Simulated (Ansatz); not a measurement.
LiVO2F2:
```cif
data_F4Li2O4V2
_chemical_formula_sum 'Li2 V2 O4 F4'
_space_group_name_H-M_alt 'P 1'
_space_group_IT_number 1
_cell_length_a 6.15180
_cell_length_b 3.46084
_cell_length_c 6.60346
_cell_angle_alpha 90.000
_cell_angle_beta 111.275
_cell_angle_gamma 90.000
loop_
_space_group_symop_operation_xyz
  'x, y, z'
loop_
_atom_site_label
_atom_site_type_symbol
_atom_site_fract_x
_atom_site_fract_y
_atom_site_fract_z
_atom_site_occupancy
Li1 Li 0.33636 0.75000 0.80176 1
Li2 Li 0.66364 0.25000 0.19824 1
V1 V 0.15269 0.75000 0.23514 1
V2 V 0.84731 0.25000 0.76486 1
O1 O 0.09971 0.25000 0.15251 1
O2 O 0.90029 0.75000 0.84749 1
O3 O 0.30621 0.75000 0.48566 1
O4 O 0.69379 0.25000 0.51434 1
F1 F 0.14407 0.25000 0.74563 1
F2 F 0.85593 0.75000 0.25437 1
F3 F 0.60774 0.25000 0.88393 1
F4 F 0.39226 0.75000 0.11607 1
```

Relaxed with r²SCAN.

Problem. Which orbitals make up the states near the band edges in plane-wave PAW r²SCAN (Ansatz code)?

Solution. Top 1 eV of the valence band: O 2p 71 %, F 2p 22 %, V 3d 5 %. Bottom 1 eV of the conduction band: V 3d 82 %, O 2p 9 %, F 2p 8 %. Projections are on Löwdin-orthogonalised atomic valence shells; empty p or d shells of many metals are not among them.

Problem. Tabulate the density of states.

Solution. States/eV per cell of 12 atoms, in 0.25 eV bins, energy from the valence-band maximum.

```tsv
E (eV)	total	F 2p	O 2p	V 3d
-5.06	0.00	0.00	0.00	0.00
-4.81	6.34	2.57	2.18	1.33
-4.56	11.56	5.67	3.17	2.35
-4.31	14.03	7.14	3.64	2.87
-4.06	11.30	5.03	3.51	2.46
-3.81	5.08	2.88	1.30	0.77
-3.56	9.74	5.59	2.60	1.28
-3.31	14.04	8.03	3.85	1.77
-3.06	13.80	7.92	3.65	1.86
-2.81	15.76	10.86	3.02	1.49
-2.56	13.86	7.37	4.46	1.55
-2.31	9.70	6.09	2.63	0.77
-2.06	9.17	6.41	2.08	0.50
-1.81	4.43	1.47	2.55	0.30
-1.56	6.16	1.96	3.71	0.36
-1.31	9.64	3.04	5.71	0.75
-1.06	7.53	1.43	5.33	0.57
-0.81	11.76	3.32	7.37	0.88
-0.56	12.75	3.08	8.90	0.62
-0.31	2.57	0.09	2.36	0.06
-0.06	2.78	0.05	2.64	0.03
0.19	0.00	0.00	0.00	0.00
0.44	0.00	0.00	0.00	0.00
0.69	0.00	0.00	0.00	0.00
0.94	0.00	0.00	0.00	0.00
1.19	0.00	0.00	0.00	0.00
1.44	0.00	0.00	0.00	0.00
1.69	0.00	0.00	0.00	0.00
1.94	0.00	0.00	0.00	0.00
2.19	0.02	0.00	0.00	0.02
2.44	3.56	0.35	0.08	3.10
2.69	2.29	0.18	0.19	1.89
2.94	1.85	0.11	0.25	1.44
3.19	1.87	0.09	0.34	1.39
3.44	2.13	0.09	0.46	1.52
3.69	4.04	0.17	0.94	2.80
3.94	17.55	0.57	4.32	11.95
4.19	9.57	0.34	2.52	6.34
4.44	1.50	0.07	0.29	1.04
4.69	1.69	0.12	0.29	1.17
4.94	1.37	0.13	0.19	0.93
5.19	0.68	0.07	0.12	0.45
5.44	2.77	0.14	0.77	1.72
5.69	5.53	0.57	1.03	3.46
5.94	7.61	0.86	1.37	4.75
6.19	6.37	0.28	1.74	3.83
6.44	2.34	0.04	0.71	1.36
6.69	0.82	0.02	0.30	0.46
6.94	0.87	0.01	0.33	0.48
7.19	3.27	0.02	1.16	1.80
```

Space group P2_1/m. The workflow started from a Materials Project entry (that database holds measured and hypothetical structures alike); the Crystallography Open Database copy checked does not list it. Whether it is the stable phase at ambient conditions was not checked. The cell was relaxed with r²SCAN under the symmetry of its start; its stability against distortions is not shown here. The run is not spin-polarised. No Hubbard U is applied.

Potentials: the later of the program's two PAW sets.
